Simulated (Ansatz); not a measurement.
The geometry is COD entry 9011574, unchecked; take it as a test cell. It is an old determination, and later ones may differ.

Cr: DFT, PBEsol, PAW with Ansatz's default frozen-core files, scalar-relativistic (Ansatz 0.2.0).

The relaxation starts from this cell:

```xyz
2
Lattice="2.7140 0.0000 0.0000 -1.3570 2.3504 0.0000 0.0000 0.0000 4.4100" Properties=species:S:1:pos:R:3 pbc="T T T"
Cr    0.0000    1.5669    1.1025
Cr    1.3570    0.7835    3.3075
```

Output:

```
Engine: ansatz 0.2.0
Pseudopotentials: kind: paw
Pseudopotential: Cr, paw, valence charge 14, recommended cutoff 420 eV (normal)
Functional definition: PBEsol
  exchange = pbesol_x
  correlation = pbesol_c
Crystal: 2 atoms, lattice volume = 28.131 Å³
Basis set: ecut = 420 eV, 549 PW (Γ), exchange–correlation on 40×40×60 points (8 copies of the dense FFT grid, shifted against one another)
Bands: 21, of which v1, the nominal top of the filled ones, is band 14 counted from 1 (13 counted from 0)
Symmetry: 24 space group operations
Space group: P63/mmc (ITA 194), of the structure as read, at distance tolerance 3.0e-5 Å
Magnetic group: BNS 194.263 (UNI 1493), of the structure as read, at distance tolerance 3.0e-5 Å
k-points: 120 of 1568
Non-local potential: Cr, projectors of the file, l = 0: 3, l = 1: 2, l = 2: 3, l = 3: 1
PAW form: soft (Blöchl's): semilocal exchange-correlation on the pseudo side does not see the compensation charge
PAW frozen core: Cr, regenerated for the run's functional, and the local potential with it (the file was generated under x = pbe(κ = 0.804, μ = 0.2195149727645171), c = pbe(β = 0.06672455060314922))
PAW one-centre angular grid: Cr, 590 points (default); XC on 64 Gauss nodes
Initial density: superposition of atomic densities (chi_scale 0.1, normalization cell)
Starting moments: Σ|m| = 6 μB on 2 of 2 sites
Initial wavefunctions: pseudopotential atomic-orbital guess
Functional: x = pbesol(κ = 0.804, μ = 0.12345679012345678), c = pbesol(β = 0.046)
SCF iter   1: F=—  HF=-6698.485816 eV  |F-HF|=—  |Δ(HF+E_count)|=         —  Δρ=1.55e-1 (↑1.55e-1 ↓5.23e-2)  dr2=9.20e0  dr2_m=1.08e0  M=4.238 μB ∫|m|=4.238 μB  β_m=0.30  ethr=3.10e-3  ⟨swp⟩=3.6  Hψ=17594  notcnv=0
Mixer restart at iter 1: flushing history
preconditioner: auto → none  [metal: Δε(μ)=0.009 eV  Ē_g=6.142 eV  σ=0.050 eV  W_gap=0.04  n_scr=8 (ndim 8)  ℏωp=24.3 eV  f_vac=0.000  D(μ)=1.79/eV (n_scr^D=22)  sad-step TF]
SCF iter   2: F=—  HF=-6696.923468 eV  |F-HF|=—  |Δ(HF+E_count)|=    1.56e0  Δρ=8.47e-2 (↑8.47e-2 ↓3.32e-2)  dr2=2.89e0  dr2_m=3.94e-1  M=4.214 μB ∫|m|=4.215 μB  β_m=0.47  ethr=3.10e-3  ⟨swp⟩=2.0  Hψ=11190  notcnv=0  defer=150
SCF iter   3: F=—  HF=-6696.524020 eV  |F-HF|=—  |Δ(HF+E_count)|=   3.99e-1  Δρ=1.83e-2 (↑1.83e-2 ↓1.80e-2)  dr2=6.19e-2  dr2_m=5.80e-2  M=3.968 μB ∫|m|=3.970 μB  β_m=0.69  ethr=3.10e-3  ⟨swp⟩=2.5  Hψ=9806  notcnv=0  defer=150
SCF iter   4: F=—  HF=-6697.180942 eV  |F-HF|=—  |Δ(HF+E_count)|=         —  Δρ=8.51e-2 (↑8.51e-2 ↓6.98e-2)  dr2=6.56e-2  dr2_m=1.54e0  M=2.028 μB ∫|m|=2.031 μB  β_m=1.00  ethr=2.21e-4  ⟨swp⟩=2.1  Hψ=11276  notcnv=0  defer=147
Mixer restart at iter 4: flushing history
SCF iter   5: F=—  HF=-6696.925321 eV  |F-HF|=—  |Δ(HF+E_count)|=   2.56e-1  Δρ=2.73e-2 (↑2.73e-2 ↓1.46e-2)  dr2=3.60e-1  dr2_m=1.23e-2  M=2.163 μB ∫|m|=2.164 μB  β_m=0.69  ethr=1.79e-4  ⟨swp⟩=2.8  Hψ=11124  notcnv=0  defer=147
SCF iter   6: F=—  HF=-6697.011328 eV  |F-HF|=—  |Δ(HF+E_count)|=   8.60e-2  Δρ=4.60e-2 (↑4.60e-2 ↓1.04e-2)  dr2=5.56e-1  dr2_m=1.16e-1  M=1.663 μB ∫|m|=1.665 μB  β_m=0.37  ethr=1.79e-4  ⟨swp⟩=3.0  Hψ=12958  notcnv=0  defer=115
SCF iter   7: F=—  HF=-6696.834245 eV  |F-HF|=—  |Δ(HF+E_count)|=   1.77e-1  Δρ=1.73e-2 (↑1.73e-2 ↓4.69e-3)  dr2=4.42e-2  dr2_m=2.76e-2  M=1.811 μB ∫|m|=1.812 μB  β_m=0.75  ethr=1.79e-4  ⟨swp⟩=2.1  Hψ=10793  notcnv=0  defer=156
SCF iter   8: F=-6696.816601 eV  HF=-6696.817042 eV  |F-HF|=4.41e-4  |Δ(HF+E_count)|=   1.72e-2  Δρ=1.76e-3 (↑6.16e-4 ↓1.76e-3)  dr2=4.40e-4  dr2_m=3.08e-4  M=1.781 μB ∫|m|=1.781 μB  β_m=0.81  ethr=1.58e-4  ⟨swp⟩=2.8  Hψ=10319  notcnv=0  defer=163
SCF iter   9: F=-6696.816987 eV  HF=-6696.816985 eV  |F-HF|=2.00e-6  |Δ(HF+E_count)|=   5.67e-5  Δρ=2.03e-4 (↑1.39e-4 ↓2.03e-4)  dr2=1.30e-6  dr2_m=6.94e-6  M=1.726 μB ∫|m|=1.727 μB  β_m=0.90  ethr=1.57e-6  ⟨swp⟩=2.5  Hψ=7807  notcnv=0  defer=163
SCF iter  10: F=-6696.816989 eV  HF=-6696.816989 eV  |F-HF|=3.65e-7  |Δ(HF+E_count)|=   3.80e-6  Δρ=8.75e-5 (↑8.73e-5 ↓8.75e-5)  dr2=6.35e-7  dr2_m=1.68e-6  M=1.728 μB ∫|m|=1.729 μB  β_m=0.86  ethr=4.66e-9  ⟨swp⟩=2.0  Hψ=8627  notcnv=0  defer=163
SCF iter  11: F=-6696.816989 eV  HF=-6696.816989 eV  |F-HF|=1.76e-8  |Δ(HF+E_count)|=   3.91e-8  Δρ=1.90e-5 (↑1.04e-5 ↓1.90e-5)  dr2=2.04e-8  dr2_m=5.18e-8  M=1.726 μB ∫|m|=1.727 μB  β_m=0.90  ethr=2.27e-9  ⟨swp⟩=2.2  Hψ=7176  notcnv=0  defer=163
SCF iter  12: F=-6696.816989 eV  HF=-6696.816989 eV  |F-HF|=3.92e-10  |Δ(HF+E_count)|=   4.78e-9  Δρ=1.97e-6 (↑1.76e-6 ↓1.97e-6)  dr2=1.71e-11  dr2_m=8.88e-10  M=1.725 μB ∫|m|=1.726 μB  β_m=0.95  ethr=7.29e-11  ⟨swp⟩=2.1  Hψ=7118  notcnv=0  defer=163
SCF iter  13: F=-6696.816989 eV  HF=-6696.816989 eV  |F-HF|=1.91e-11  |Δ(HF+E_count)|=  7.32e-10  Δρ=2.69e-7 (↑2.69e-7 ↓2.69e-7)  dr2=3.26e-11  dr2_m=8.57e-12  M=1.725 μB ∫|m|=1.726 μB  ethr=1.00e-12  ⟨swp⟩=1.0  Hψ=14352  notcnv=0
at 1 of the mixer's solves, the last at iteration 7, it left a direction of its history that read negative out of its fit and stepped the other way along it
SCF 1 converged in 13 iterations: F = -6696.816989 eV  dr2 = 3.26e-11
  greatest PAW one-centre occupation: 1.000 electrons in one spin orbital (limit 2), on the Cr atom at site 1 (counted from 0), in its partial waves of l = 0
relax step   1: F+E_penalty+E_count = -6696.81698914 eV  Δ(F+E_penalty+E_count) = +0.000e0 eV  max|allowed force component| = 6.939e-17 eV/Å  Δτ_max = 0.0000 Å  P = -31.895 GPa  Ω = 28.131 Å³  (13 SCF iters, dr2 threshold 1.00e-7 eV, accepted)
Crystal: 2 atoms, lattice volume = 24.538 Å³
Basis set: ecut = 420 eV, 489 PW (Γ), exchange–correlation on 40×40×60 points (8 copies of the dense FFT grid, shifted against one another)
Initial density: handed on by an earlier stage of this run
Starting moments: Σ|m| = 6 μB on 2 of 2 sites; this step starts from the density that it was given
Initial wavefunctions: those handed on with the density
iter 1 solved again at ethr=7.59e-4 eV; its pass at ethr=3.10e-3 eV (dr2=2.13e-1 eV) is discarded
SCF iter   1: F=—  HF=-6697.370859 eV  |F-HF|=—  |Δ(HF+E_count)|=         —  Δρ=4.30e-2 (↑4.30e-2 ↓1.88e-2)  dr2=2.13e-1  dr2_m=1.93e-1  M=1.517 μB ∫|m|=1.517 μB  β_m=0.30  ethr=7.59e-4  ⟨swp⟩=1.0  Hψ=25124  notcnv=0
preconditioner: auto → none  [metal: Δε(μ)=0.004 eV  Ē_g=5.691 eV  σ=0.050 eV  W_gap=0.02  n_scr=2 (ndim 8)  ℏωp=26.0 eV  f_vac=0.000  D(μ)=3.69/eV (n_scr^D=54)]
SCF iter   2: F=—  HF=-6697.290655 eV  |F-HF|=—  |Δ(HF+E_count)|=   8.02e-2  Δρ=2.34e-2 (↑2.34e-2 ↓2.18e-2)  dr2=6.76e-3  dr2_m=1.12e-1  M=1.452 μB ∫|m|=1.452 μB  β_m=0.40  ethr=7.59e-4  ⟨swp⟩=2.0  Hψ=7999  notcnv=0
SCF iter   3: F=—  HF=-6697.352235 eV  |F-HF|=—  |Δ(HF+E_count)|=         —  Δρ=2.15e-2 (↑2.15e-2 ↓2.12e-2)  dr2=9.12e-4  dr2_m=1.02e-1  M=1.201 μB ∫|m|=1.201 μB  β_m=0.40  ethr=2.41e-5  ⟨swp⟩=2.0  Hψ=9481  notcnv=0  defer=52
Mixer restart at iter 3: flushing history
SCF iter   4: F=—  HF=-6697.372151 eV  |F-HF|=—  |Δ(HF+E_count)|=   1.99e-2  Δρ=1.93e-2 (↑1.79e-2 ↓1.93e-2)  dr2=5.57e-4  dr2_m=7.75e-2  M=1.061 μB ∫|m|=1.061 μB  β_m=0.24  ethr=3.26e-6  ⟨swp⟩=2.0  Hψ=7090  notcnv=0  defer=52
SCF iter   5: F=—  HF=-6697.394725 eV  |F-HF|=—  |Δ(HF+E_count)|=   2.26e-2  Δρ=1.47e-2 (↑1.47e-2 ↓9.68e-3)  dr2=6.19e-3  dr2_m=3.30e-2  M=0.748 μB ∫|m|=0.748 μB  β_m=0.34  ethr=1.99e-6  ⟨swp⟩=2.4  Hψ=10419  notcnv=0  defer=52
SCF iter   6: F=—  HF=-6697.392816 eV  |F-HF|=—  |Δ(HF+E_count)|=   1.91e-3  Δρ=8.13e-3 (↑8.13e-3 ↓7.21e-3)  dr2=2.85e-4  dr2_m=1.31e-2  M=0.141 μB ∫|m|=0.141 μB  β_m=0.28  ethr=1.99e-6  ⟨swp⟩=2.3  Hψ=9588  notcnv=0  defer=54
SCF iter   7: F=—  HF=-6697.374177 eV  |F-HF|=—  |Δ(HF+E_count)|=   1.86e-2  Δρ=5.59e-3 (↑5.59e-3 ↓2.91e-3)  dr2=1.93e-3  dr2_m=3.26e-3  M=-0.556 μB ∫|m|=0.556 μB  β_m=0.74  ethr=1.02e-6  ⟨swp⟩=2.6  Hψ=10689  notcnv=0  defer=87
SCF iter   8: F=—  HF=-6697.404637 eV  |F-HF|=—  |Δ(HF+E_count)|=   3.05e-2  Δρ=3.23e-2 (↑2.98e-2 ↓3.23e-2)  dr2=1.73e-3  dr2_m=2.16e-1  M=-1.184 μB ∫|m|=1.184 μB  β_m=0.63  ethr=1.02e-6  ⟨swp⟩=3.0  Hψ=11597  notcnv=0  defer=137  recentre
SCF iter   9: F=—  HF=-6697.394493 eV  |F-HF|=—  |Δ(HF+E_count)|=   1.01e-2  Δρ=1.93e-3 (↑8.38e-4 ↓1.93e-3)  dr2=3.53e-4  dr2_m=3.63e-4  M=-0.151 μB ∫|m|=0.151 μB  β_m=0.81  ethr=1.02e-6  ⟨swp⟩=2.9  Hψ=11595  notcnv=0  defer=150
SCF iter  10: F=—  HF=-6697.394341 eV  |F-HF|=—  |Δ(HF+E_count)|=   1.52e-4  Δρ=2.80e-3 (↑2.61e-3 ↓2.80e-3)  dr2=1.03e-5  dr2_m=1.65e-3  M=-0.236 μB ∫|m|=0.236 μB  β_m=0.91  ethr=1.02e-6  ⟨swp⟩=2.3  Hψ=7571  notcnv=0  defer=150  recentre
SCF iter  11: F=—  HF=-6697.394486 eV  |F-HF|=—  |Δ(HF+E_count)|=   1.45e-4  Δρ=1.09e-3 (↑9.63e-4 ↓1.09e-3)  dr2=5.40e-6  dr2_m=2.36e-4  M=-0.096 μB ∫|m|=0.096 μB  β_m=0.95  ethr=3.67e-8  ⟨swp⟩=2.8  Hψ=9345  notcnv=0  defer=150
[...]
iter 1 solved again at ethr=8.94e-6 eV; its pass at ethr=3.10e-3 eV (dr2=2.50e-3 eV) is discarded
SCF iter   1: F=—  HF=-6697.556227 eV  |F-HF|=—  |Δ(HF+E_count)|=         —  Δρ=4.09e-3 (↑3.49e-3 ↓4.09e-3)  dr2=2.58e-3  dr2_m=2.20e-3  M=-0.042 μB ∫|m|=0.042 μB  β_m=0.65  ethr=8.94e-6  ⟨swp⟩=1.6  Hψ=24917  notcnv=0
preconditioner: auto → none  [metal: Δε(μ)=0.009 eV  Ē_g=5.903 eV  σ=0.050 eV  W_gap=0.04  n_scr=2 (ndim 8)  ℏωp=26.8 eV  f_vac=0.000  D(μ)=3.16/eV (n_scr^D=36)]
SCF iter   2: F=—  HF=-6697.557837 eV  |F-HF|=—  |Δ(HF+E_count)|=   1.61e-3  Δρ=2.43e-3 (↑1.67e-3 ↓2.43e-3)  dr2=8.96e-4  dr2_m=5.56e-4  M=-0.022 μB ∫|m|=0.022 μB  β_m=0.48  ethr=8.94e-6  ⟨swp⟩=2.4  Hψ=9724  notcnv=0
SCF iter   3: F=—  HF=-6697.558320 eV  |F-HF|=—  |Δ(HF+E_count)|=         —  Δρ=1.23e-3 (↑1.18e-3 ↓1.23e-3)  dr2=3.95e-5  dr2_m=2.83e-4  M=-0.017 μB ∫|m|=0.017 μB  β_m=0.48  ethr=3.20e-6  ⟨swp⟩=2.1  Hψ=9080  notcnv=0
Mixer restart at iter 3: flushing history
SCF iter   4: F=—  HF=-6697.558570 eV  |F-HF|=—  |Δ(HF+E_count)|=         —  Δρ=9.60e-4 (↑7.03e-4 ↓9.60e-4)  dr2=2.18e-5  dr2_m=1.39e-4  M=-0.011 μB ∫|m|=0.011 μB  β_m=0.48  ethr=1.41e-7  ⟨swp⟩=2.1  Hψ=7438  notcnv=0
Mixer restart at iter 4: flushing history
SCF iter   5: F=—  HF=-6697.558712 eV  |F-HF|=—  |Δ(HF+E_count)|=   1.42e-4  Δρ=6.21e-4 (↑5.10e-4 ↓6.21e-4)  dr2=4.02e-6  dr2_m=6.59e-5  M=-0.007 μB ∫|m|=0.007 μB  β_m=0.74  ethr=7.79e-8  ⟨swp⟩=2.5  Hψ=8195  notcnv=0
SCF iter   6: F=—  HF=-6697.558833 eV  |F-HF|=—  |Δ(HF+E_count)|=   1.21e-4  Δρ=2.46e-4 (↑1.17e-4 ↓2.46e-4)  dr2=2.07e-5  dr2_m=1.32e-6  M=-0.001 μB ∫|m|=0.001 μB  β_m=0.66  ethr=1.44e-8  ⟨swp⟩=2.0  Hψ=8227  notcnv=0
SCF iter   7: F=—  HF=-6697.558833 eV  |F-HF|=—  |Δ(HF+E_count)|=   1.25e-7  Δρ=6.85e-5 (↑6.85e-5 ↓6.16e-5)  dr2=4.08e-7  dr2_m=6.60e-7  M=0.000 μB ∫|m|=0.000 μB  β_m=0.73  ethr=1.44e-8  ⟨swp⟩=2.0  Hψ=8604  notcnv=0
SCF iter   8: F=—  HF=-6697.558834 eV  |F-HF|=—  |Δ(HF+E_count)|=   7.28e-7  Δρ=1.64e-5 (↑9.55e-6 ↓1.64e-5)  dr2=3.87e-8  dr2_m=2.79e-8  M=-0.000 μB ∫|m|=0.000 μB  β_m=0.86  ethr=1.46e-9  ⟨swp⟩=2.0  Hψ=8173  notcnv=0
iter 9 did not close the SCF: its close was put off for a magnetic moment that had not settled (scf_convergence_deferred on its scf_iter line)
SCF iter   9: F=-6697.558834 eV  HF=-6697.558834 eV  |F-HF|=6.12e-8  |Δ(HF+E_count)|=   4.61e-7  Δρ=1.09e-5 (↑9.24e-6 ↓1.09e-5)  dr2=7.67e-8  dr2_m=3.23e-10  M=-0.000 μB ∫|m|=0.000 μB  β_m=0.93  ethr=1.38e-10  ⟨swp⟩=1.4  Hψ=13624  notcnv=0
SCF iter  10: F=-6697.558834 eV  HF=-6697.558834 eV  |F-HF|=1.13e-9  |Δ(HF+E_count)|=   1.95e-8  Δρ=1.52e-6 (↑1.52e-6 ↓1.16e-6)  dr2=1.32e-9  dr2_m=9.12e-12  M=0.000 μB ∫|m|=0.000 μB  ethr=1.38e-10  ⟨swp⟩=1.2  Hψ=12909  notcnv=0
the starting moments were not kept: the SCF closed with an absolute magnetisation of 8.2e-6 μB, where they sum to 6 μB in size (2 sites). That is at most 0.1 of that sum. Measured as dr2_m measures the in/out step, that magnetisation stands 3.1e-11 eV from none, at or under the dr2_threshold of 2.0e-7 eV: it is no larger than a step whose dr2_m would equal this threshold.
SCF 5 converged in 10 iterations: F = -6697.558834 eV  dr2 = 1.32e-9
relax step   5: F+E_penalty+E_count = -6697.55883403 eV  Δ(F+E_penalty+E_count) = -6.379e-3 eV  max|allowed force component| = 9.252e-18 eV/Å  Δτ_max = 0.0000 Å  P = -0.422 GPa  Ω = 23.012 Å³  energy of the carried Pulay correction = +2.661e-3 eV  (10 SCF iters, dr2 threshold 2.00e-7 eV, accepted)
Crystal: 2 atoms, lattice volume = 22.973 Å³
iter 1 solved again at ethr=1.46e-7 eV; its pass at ethr=3.10e-3 eV (dr2=4.09e-5 eV) is discarded
SCF iter   1: F=—  HF=-6697.558910 eV  |F-HF|=—  |Δ(HF+E_count)|=         —  Δρ=3.66e-4 (↑3.41e-4 ↓3.66e-4)  dr2=4.55e-5  dr2_m=1.43e-5  M=0.007 μB ∫|m|=0.007 μB  β_m=0.65  ethr=1.46e-7  ⟨swp⟩=2.0  Hψ=21773  notcnv=0
preconditioner: auto → none  [metal: Δε(μ)=0.019 eV  Ē_g=5.926 eV  σ=0.050 eV  W_gap=0.09  n_scr=2 (ndim 8)  ℏωp=26.8 eV  f_vac=0.000  D(μ)=3.16/eV (n_scr^D=36)]
SCF iter   2: F=—  HF=-6697.558909 eV  |F-HF|=—  |Δ(HF+E_count)|=   1.39e-6  Δρ=3.31e-4 (↑1.97e-4 ↓3.31e-4)  dr2=2.64e-5  dr2_m=5.79e-6  M=0.004 μB ∫|m|=0.004 μB  β_m=0.38  ethr=1.46e-7  ⟨swp⟩=2.1  Hψ=8257  notcnv=0
SCF iter   3: F=—  HF=-6697.558909 eV  |F-HF|=—  |Δ(HF+E_count)|=   4.31e-7  Δρ=1.62e-4 (↑1.46e-4 ↓1.62e-4)  dr2=6.37e-7  dr2_m=4.62e-6  M=0.004 μB ∫|m|=0.004 μB  β_m=0.63  ethr=9.44e-8  ⟨swp⟩=3.0  Hψ=9148  notcnv=0
SCF iter   4: F=—  HF=-6697.558925 eV  |F-HF|=—  |Δ(HF+E_count)|=   1.52e-5  Δρ=1.26e-4 (↑6.76e-5 ↓1.26e-4)  dr2=9.45e-7  dr2_m=1.87e-6  M=0.001 μB ∫|m|=0.001 μB  β_m=0.81  ethr=2.28e-9  ⟨swp⟩=2.5  Hψ=8670  notcnv=0
SCF iter   5: F=—  HF=-6697.558930 eV  |F-HF|=—  |Δ(HF+E_count)|=   4.90e-6  Δρ=1.27e-5 (↑5.24e-6 ↓1.27e-5)  dr2=1.97e-8  dr2_m=1.42e-8  M=0.000 μB ∫|m|=0.000 μB  β_m=0.81  ethr=2.28e-9  ⟨swp⟩=2.0  Hψ=8412  notcnv=0
iter 6 did not close the SCF: its close was put off for a magnetic moment that had not settled (scf_convergence_deferred on its scf_iter line)
SCF iter   6: F=-6697.558930 eV  HF=-6697.558930 eV  |F-HF|=2.82e-8  |Δ(HF+E_count)|=   1.68e-7  Δρ=8.17e-6 (↑5.59e-6 ↓8.17e-6)  dr2=3.54e-8  dr2_m=4.84e-10  M=0.000 μB ∫|m|=0.000 μB  β_m=0.86  ethr=7.05e-11  ⟨swp⟩=1.1  Hψ=14204  notcnv=0
SCF iter   7: F=-6697.558930 eV  HF=-6697.558930 eV  |F-HF|=5.81e-9  |Δ(HF+E_count)|=   7.08e-9  Δρ=3.42e-6 (↑2.78e-6 ↓3.42e-6)  dr2=7.26e-9  dr2_m=2.87e-11  M=0.000 μB ∫|m|=0.000 μB  ethr=7.05e-11  ⟨swp⟩=1.6  Hψ=12393  notcnv=0
the starting moments were not kept: the SCF closed with an absolute magnetisation of 1.3e-5 μB, where they sum to 6 μB in size (2 sites). That is at most 0.1 of that sum. Measured as dr2_m measures the in/out step, that magnetisation stands 8.5e-11 eV from none, at or under the dr2_threshold of 2.0e-7 eV: it is no larger than a step whose dr2_m would equal this threshold.
SCF 6 converged in 7 iterations: F = -6697.558930 eV  dr2 = 7.26e-9
relax step   6: F+E_penalty+E_count = -6697.55892977 eV  Δ(F+E_penalty+E_count) = -9.574e-5 eV  max|allowed force component| = 3.469e-18 eV/Å  Δτ_max = 0.0000 Å  P = -0.011 GPa  Ω = 22.973 Å³  energy of the carried Pulay correction = +2.683e-3 eV  (7 SCF iters, dr2 threshold 2.00e-7 eV, accepted)
Basis set: ecut = 420 eV, 429 PW (Γ), exchange–correlation on 36×36×60 points (8 copies of the dense FFT grid, shifted against one another)
Initial wavefunctions: pseudopotential atomic-orbital guess (no wavefunctions were taken with the density)
iter 1 solved again at ethr=5.21e-8 eV; its pass at ethr=3.10e-3 eV (dr2=1.46e-5 eV) is discarded
SCF iter   1: F=—  HF=-6697.557085 eV  |F-HF|=—  |Δ(HF+E_count)|=         —  Δρ=1.88e-4 (↑1.88e-4 ↓1.87e-4)  dr2=1.44e-5  dr2_m=6.57e-11  M=0.000 μB ∫|m|=0.000 μB  β_m=0.65  ethr=5.21e-8  ⟨swp⟩=2.1  Hψ=29130  notcnv=0
preconditioner: auto → none  [metal: Δε(μ)=0.024 eV  Ē_g=5.925 eV  σ=0.050 eV  W_gap=0.12  n_scr=2 (ndim 8)  ℏωp=26.8 eV  f_vac=0.000  D(μ)=3.16/eV (n_scr^D=36)]
SCF iter   2: F=—  HF=-6697.557078 eV  |F-HF|=—  |Δ(HF+E_count)|=   6.62e-6  Δρ=7.80e-5 (↑7.75e-5 ↓7.80e-5)  dr2=2.97e-6  dr2_m=2.77e-11  M=0.000 μB ∫|m|=0.000 μB  β_m=0.45  ethr=5.15e-8  ⟨swp⟩=2.0  Hψ=6467  notcnv=0
SCF iter   3: F=—  HF=-6697.557085 eV  |F-HF|=—  |Δ(HF+E_count)|=   6.66e-6  Δρ=3.27e-5 (↑3.27e-5 ↓3.26e-5)  dr2=1.36e-7  dr2_m=1.79e-11  M=0.000 μB ∫|m|=0.000 μB  β_m=0.51  ethr=1.06e-8  ⟨swp⟩=2.0  Hψ=8501  notcnv=0
SCF iter   4: F=—  HF=-6697.557091 eV  |F-HF|=—  |Δ(HF+E_count)|=   5.52e-6  Δρ=1.82e-5 (↑1.80e-5 ↓1.82e-5)  dr2=2.05e-7  dr2_m=6.86e-12  M=0.000 μB ∫|m|=0.000 μB  β_m=0.76  ethr=4.87e-10  ⟨swp⟩=2.4  Hψ=8161  notcnv=0
SCF iter   5: F=—  HF=-6697.557094 eV  |F-HF|=—  |Δ(HF+E_count)|=   3.84e-6  Δρ=1.14e-5 (↑1.13e-5 ↓1.14e-5)  dr2=1.01e-7  dr2_m=9.27e-13  M=0.000 μB ∫|m|=0.000 μB  β_m=0.83  ethr=4.87e-10  ⟨swp⟩=2.0  Hψ=8456  notcnv=0
SCF iter   6: F=—  HF=-6697.557095 eV  |F-HF|=—  |Δ(HF+E_count)|=   7.25e-7  Δρ=2.54e-6 (↑2.53e-6 ↓2.54e-6)  dr2=4.93e-9  dr2_m=1.62e-14  M=0.000 μB ∫|m|=0.000 μB  β_m=0.90  ethr=3.59e-10  ⟨swp⟩=2.0  Hψ=8179  notcnv=0
SCF iter   7: F=—  HF=-6697.557095 eV  |F-HF|=—  |Δ(HF+E_count)|=   2.58e-8  Δρ=3.73e-7 (↑3.73e-7 ↓3.72e-7)  dr2=1.01e-10  dr2_m=1.02e-16  M=-0.000 μB ∫|m|=0.000 μB  β_m=0.95  ethr=1.76e-11  ⟨swp⟩=2.0  Hψ=8222  notcnv=0
SCF iter   8: F=—  HF=-6697.557095 eV  |F-HF|=—  |Δ(HF+E_count)|=  5.17e-10  Δρ=5.90e-8 (↑5.72e-8 ↓5.90e-8)  dr2=2.48e-12  dr2_m=2.40e-16  M=-0.000 μB ∫|m|=0.000 μB  β_m=0.90  ethr=1.00e-12  ⟨swp⟩=3.0  Hψ=9096  notcnv=0
SCF iter   9: F=-6697.557095 eV  HF=-6697.557095 eV  |F-HF|=4.55e-12  |Δ(HF+E_count)|=  2.73e-12  Δρ=1.34e-8 (↑1.30e-8 ↓1.34e-8)  dr2=1.32e-13  dr2_m=9.18e-18  M=-0.000 μB ∫|m|=0.000 μB  ethr=1.00e-12  ⟨swp⟩=3.0  Hψ=15945  notcnv=0
the starting moments were not kept: the SCF closed with an absolute magnetisation of 8.3e-9 μB, where they sum to 6 μB in size (2 sites). That is at most 0.1 of that sum. Measured as dr2_m measures the in/out step, that magnetisation stands 3.2e-17 eV from none, at or under the dr2_threshold of 2.0e-11 eV: it is no larger than a step whose dr2_m would equal this threshold.
SCF 7 converged in 9 iterations: F = -6697.557095 eV  dr2 = 1.32e-13
relax step   7: F+E_penalty+E_count = -6697.55709511 eV  Δ(F+E_penalty+E_count) = +1.835e-3 eV  max|allowed force component| = 9.252e-18 eV/Å  Δτ_max = 0.0000 Å  P = -0.010 GPa  Ω = 22.973 Å³  stress off target by 1.13e-2 GPa  SCF on the basis re-selected at this cell (its energy is not comparable with the rows above)  (9 SCF iters)
basis re-selected at this cell: Δ(F+E_penalty+E_count) = +1.835e-3 eV, ΔP = +0.001 GPa vs the last step (what re-selecting the basis moved, of the pressure what is left beyond the Pulay correction that the steps carried, after the strain that the cell walked since its last selection, with what the two solves' SCF thresholds leave and, on support functions, any second-order correction that the steps lacked; it is no measure of the basis error at this ecutwfc). The dense FFT grid was sized anew with the basis: this SCF ran on 18×18×30 points, the steps before it on 20×20×30, so part of this shift can come from that change (see relax.cell in the input reference). This SCF's stress stands 1.13e-2 GPa from its target on what of the cell is left free (relax.cell.stress_tol is 5.00e-2 GPa) and its largest allowed force component is 9.25e-18 eV/Å (relax.f_tol is 5.00e-3 eV/Å): within both
SCF converged after 9 iterations
Magnetization: -0.0000 μB (14.0000 up, 14.0000 down)
Absolute magnetization: 0.0000 μB (∫|ρ↑−ρ↓|, with the PAW one-centre terms)
Spin contamination: 0.0000 ħ² per cell (⟨S²⟩ above its minimum at these occupations)
Per-site moments (μB) at R_I (Å): [(-3.744151491635807e-9, 1.0134785383129195), (-3.744151185884594e-9, 1.0134785383129195)]
Free energy (F): -6697.557095 eV
Harris-Foulkes:  -6697.557095 eV  (|F-HF|=4.55e-12)
Internal energy: -6697.531459 eV  (E = F + TS)
E sigma→0 (E₀):  -6697.544277 eV
Entropy (-TS):   -0.025636 eV (-12.818 meV/atom)
Fermi energy:    19.239739 eV
--- Per-component energies (eV) ---
  E_band       = -283.181261
  E_kinetic    = 688.886912
  E_local      = -2355.591515  (includes V_loc(G=0)·N_el)
  E_nonlocal   = 161.691565
  E_hartree    = 1029.026105
  E_xc         = -278.569116
  E_vxc        = -356.966694  (∫ρ·V_xc dr)
  E_paw        = -2335.080358  (= ΣΔE_a)
  E_vpaw       = -479.254465  (= ΣTr[D̂ρ^β])
  E_aug_tail   = 0.000703  (compensation charges beyond the density's cutoff)
  E_ewald      = -3608.215754
  E_core_change = 0.319999  (= ΣΔE_core)
  E_smearing   = -0.025636  (= −TS)
  E_closure    = 0.000000  (closes the sum)
  Σ components = -6697.557095   (vs F -6697.557095, Δ=0.00e0)
--- Forces (eV/Å), atoms counted from 1 ---
  atom   1  Cr     0.00000000     0.00000000     0.00000000
  atom   2  Cr    -0.00000000    -0.00000000     0.00000000
  max |Σ_I F_I| component: 2.31e-18 eV/Å
--- Stress (GPa, compression-positive) ---
       -0.011343       0.000000       0.000000
        0.000000      -0.011343       0.000000
        0.000000       0.000000      -0.007614
  P = ⅓ Tr σ = -0.0101 GPa (-0.101 kbar)
--- PAW observables at the nuclei: V_zz in 10²¹ V/m², potentials from the cell's mean, atoms counted from 1 ---
  atom   1  Cr V_zz =    +0.727327   η = 0.0000   by run symmetry: allowed
            electrostatic potential = -2867.282527 V   contact ρ = 76154.604360 e/Å³   contact ρ_s (e/Å³): all electrons -0.000000, valence -0.000000
  atom   2  Cr V_zz =    +0.727327   η = 0.0000   by run symmetry: allowed
            electrostatic potential = -2867.282527 V   contact ρ = 76154.604360 e/Å³   contact ρ_s (e/Å³): all electrons -0.000000, valence -0.000000
--- Relaxed structure (6 steps of the walk, 6 accepted, 1 SCFs on fresh bases) ---
  F+E_penalty+E_count = -6697.55709511 eV   max|allowed force component| = 9.252e-18 eV/Å   (the final SCF, on the basis selected at the relaxed cell)
  cell:  # Å, volume = 22.9728 Å³
    - [2.4569176686373804, 0.0, 0.0]
    - [-1.2284588343186902, 2.127753116046809, 0.0]
    - [0.0, 0.0, 4.394433030241316]
  atoms:
    - { symbol: Cr, position: [0.33333333333333337, 0.6666666666666667, 0.25] }
    - { symbol: Cr, position: [0.6666666666666667, 0.33333333333333337, 0.75] }
```
